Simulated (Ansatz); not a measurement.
Relaxed-ion elastic tensor of TaP in space group P-6m2 (No. 187; Ta on 1e, P on 1b) in GPa (Voigt order), LDA (plane waves, PAW; program Ansatz); density 11.58 g/cm³, 15.20 Å³ per atom.

```
     1    2    3    4    5     6
-  ---  ---  ---  ---  ---  ----
1  321  128  176  0.0  0.0   0.0
2  128  321  176  0.0  0.0   0.0
3  176  176  461  0.0  0.0   0.0
4  0.0  0.0  0.0  222  0.0   0.0
5  0.0  0.0  0.0  0.0  222   0.0
6  0.0  0.0  0.0  0.0  0.0  96.1
```

### Question
Is the crystal mechanically stable?

### Answer
Yes: the smallest eigenvalue of C is 96.1 GPa.

### Question
Work out the Voigt, Reuss and Hill averages.

### Answer
K_V = 229, K_R = 218, K_H = 223; G_V = 149, G_R = 127, G_H = 138 GPa.

### Question
Give Young's modulus, Poisson's ratio, Pugh's ratio and the universal anisotropy index.

### Answer
E = 9KG/(3K + G) = 344 GPa; ν = 0.24; K/G = 1.62 (brittle by the Pugh limit of 1.75); A_U = 5G_V/G_R + K_V/K_R − 6 = 0.93.

### Question
Estimate the sound speeds and the Debye temperature.

### Answer
v_l = √((K + 4G/3)/ρ) = 5940 m/s, v_t = √(G/ρ) = 3460 m/s, mean 3830 m/s; Θ = (h/k)(3n/4πV)^(1/3) v_m = 461 K.

### Question
Solve the Christoffel equation for the three sound speeds along x, y, z.

### Answer
Eigenvalues of C_ijkl n_j n_l equal ρv². In km/s, slowest first: x 2.88, 4.38, 5.26; y 2.88, 4.38, 5.26; z 4.38, 4.38, 6.31.

### Question
How much does each axis shrink under pressure?

### Answer
Linear compressibilities β_i = Σ_j S_ij (j = 1 to 3): x 2.0, y 2.0, z 0.67 per TPa.

The workflow started from a Materials Project entry (that database holds measured and hypothetical structures alike); the Crystallography Open Database copy checked does not list it. COD files the formula under space group No. 141, so this cell is another polymorph or a model. Its standing as an ambient phase is unchecked. The LDA relaxation kept the symmetry of its start; of distortions, only those at the zone centre were tested. The run is not spin-polarised. As this level gives no gap, shear constants depend on the k-mesh and smearing (Fermi–Dirac, 0.1 eV here). Spin–orbit coupling is left out wherever it is not named.

Potentials: the later of the program's two PAW sets.
